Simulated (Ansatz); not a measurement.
All numbers below come from Ansatz, DFT PBE, scalar-relativistic, plane waves, PAW. All cells share a 420 eV cutoff and Γ-centred k meshes spaced at most about 0.3 Å⁻¹ (about 0.25 or finer for metals, 2π included). No spin polarisation in the final relaxations.

Temperature and zero-point effects are left out.

Two forms of B₃N₂Cl were relaxed alike.

1.

```cif
data_structure
_symmetry_space_group_name_H-M 'P6/mmm'
_symmetry_Int_Tables_number 191
_cell_length_a 6.1865
_cell_length_b 6.1865
_cell_length_c 2.8753
_cell_angle_alpha 90.000
_cell_angle_beta 90.000
_cell_angle_gamma 120.000
_cell_volume 95.30
loop_
_atom_site_label
_atom_site_type_symbol
_atom_site_symmetry_multiplicity
_atom_site_Wyckoff_symbol
_atom_site_fract_x
_atom_site_fract_y
_atom_site_fract_z
_atom_site_occupancy
B1 B 2 c 0.33333 0.66667 0.00000 1
B2 B 1 a 0.00000 0.00000 0.00000 1
N1 N 2 d 0.33333 0.66667 0.50000 1
Cl1 Cl 1 b 0.00000 0.00000 0.50000 1
```

2.

```cif
data_structure
_symmetry_space_group_name_H-M 'R-3m:H'
_symmetry_Int_Tables_number 166
_cell_length_a 3.3983
_cell_length_b 3.3983
_cell_length_c 19.7004
_cell_angle_alpha 90.000
_cell_angle_beta 90.000
_cell_angle_gamma 120.000
_cell_volume 197.02
loop_
_atom_site_label
_atom_site_type_symbol
_atom_site_symmetry_multiplicity
_atom_site_Wyckoff_symbol
_atom_site_fract_x
_atom_site_fract_y
_atom_site_fract_z
_atom_site_occupancy
B1 B 9 e 0.00000 0.50000 0.00000 1
N1 N 6 c 0.33333 0.66667 0.71587 1
Cl1 Cl 3 b 0.66667 0.33333 0.83333 1
```

**Question.** Which form is favoured at zero pressure, and by what margin per atom?

**Answer.** Cell 1 is lower, by 266 meV/atom. Cell 1 has space group P6/mmm (No. 191), 15.9 Å³/atom and no gap on its mesh; cell 2 has space group R-3m (No. 166), 10.9 Å³/atom and no gap. Counting B or N atoms around Cl (for each partner element, those within 1.25 times its shortest distance or 1.15 times the sum of covalent radii, where it is the nearest in units of that sum or under 1.3; the shortest distance is added where it exceeds 1.18 times the sum of covalent radii), cell 1 has Cl 2 and cell 2 has Cl 6 from 3.0 Å. Cell 2 holds B–B nets (shortest 1.70 Å); in cell 1 the shortest B–B distance is 2.88 Å. Even the lower one lies +1.17 eV/atom against the reference forms of the elements (uncorrected), so neither is stable at this level. Both come from invented guesses. A third cell relaxed alike, in P-4m2, lies 0.94 eV/atom below the lower of the two.

No dispersion correction is applied, so the spacing and binding between layers, chains or molecules are poorly described (P6/mmm, R-3m), and this can change margins and order among such cells. A magnetic state wasn't ruled out in cells without spin, among them P6/mmm, R-3m. Cells relaxed within their symmetry can be saddle points.
